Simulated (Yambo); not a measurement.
BSE-type run in Yambo on LiTaO3 (space group R3c, No. 161), at finite momentum (a q point of the mesh, 0.23 1/Å).

Quantum ESPRESSO step (PBEsol, PseudoDojo standard norm-conserving files, scalar-relativistic):
```
&CONTROL
  calculation = 'nscf'
  pseudo_dir = './pseudo'
  outdir = './out'
/
&SYSTEM
  ibrav = 0
  nat = 10
  ntyp = 3
  ecutwfc = 84.0
  ecutrho = 336.0
  occupations = 'fixed'
  force_symmorphic = .true.
  nbnd = 77
/
&ELECTRONS
  conv_thr = 1e-08
  diago_full_acc = .true.
  diago_thr_init = 1e-08
/
ATOMIC_SPECIES
Li 6.9400 Li.upf
O 15.9990 O.upf
Ta 180.9479 Ta.upf
CELL_PARAMETERS angstrom
  2.566980047000   1.482046621000   4.605433000000
 -2.566980047000   1.482046621000   4.605433000000
  0.000000000000  -2.964093243000   4.605433000000
ATOMIC_POSITIONS crystal
Li   0.283220000000   0.283220000000   0.283220000000
Li   0.783220000000   0.783220000000   0.783220000000
O   0.614310000000   0.224470000000   0.866730000000
O   0.224470000000   0.866730000000   0.614310000000
O   0.866730000000   0.614310000000   0.224470000000
O   0.114310000000   0.366730000000   0.724470000000
O   0.724470000000   0.114310000000   0.366730000000
O   0.366730000000   0.724470000000   0.114310000000
Ta   0.999457000000   0.999457000000   0.999457000000
Ta   0.499457000000   0.499457000000   0.499457000000
K_POINTS automatic
6 6 6 0 0 0
```

Yambo input:
```
rim_cut
optics
bse
bss
dipoles
em1s
RandQpts= 1000000
RandGvec= 1 Ry
FFTGvecs= 40 Ry
Chimod= "HARTREE"
BSKmod= "SEX"
BSEmod= "resonant"
BSSmod= "hs"
BSENGexx= 15 Ry
BSENGBlk= 3 Ry
% KfnQP_E
 1.847 | 1.0 | 1.0 |
%
% BSEQptR
 14 | 14 |
%
% BSEBands
 28 | 37 |
%
% BEnRange
 0.0 | 10.7 | eV
%
% BDmRange
 0.15 | 0.15 | eV
%
BEnSteps= 214
% BLongDir
 1.0 | 0.0 | 0.0 |
%
BSHayTrs= -0.02
BSSNEig= 24
WRbsWF
% BndsRnXs
 5 | 73 |
%
NGsBlkXs= 3 Ry
% LongDrXs
 1.0 | 1.0 | 1.0 |
%
```

From the report:

The dimension is k points × valence × conduction bands = 216 × 7 × 3 = 4536.
```
   [SLEPC] Approach                          : Krylov-Schur
   [SLEPC] Number of requested eigenvalues   :  24
   [SLEPC] Number of eigenvalues        [NEV]:  24
    [K] Dimension                                    :   4536
    [K] Bands                                        :   28   37
    [K] Exchange res                                 : yes
    [K] Correlation res                              : yes
    [K] W interaction is bare                        : no
    [K] RL vectors exchange                          :   701
    [K] RL vectors correlation                       :   65
    [W] Matrix size                                  :   65
    [W] Bands                                        :    5   73
    [W] Coulomb Cutoff                               : none
    [W] Hxc Kernel                                   : HARTREE
```
Lowest eigenvalues (eV; in brackets the number of states within 2 meV): 5.23 (1), 5.27 (2), 5.29 (1), 5.36 (2), 5.40 (1), 5.45 (1). They depend on the mesh, which isn't converged, and on the G0W0 scissor.

Spin-orbit coupling is not included.

Geometry of the Materials Project entry, not relaxed at this level.
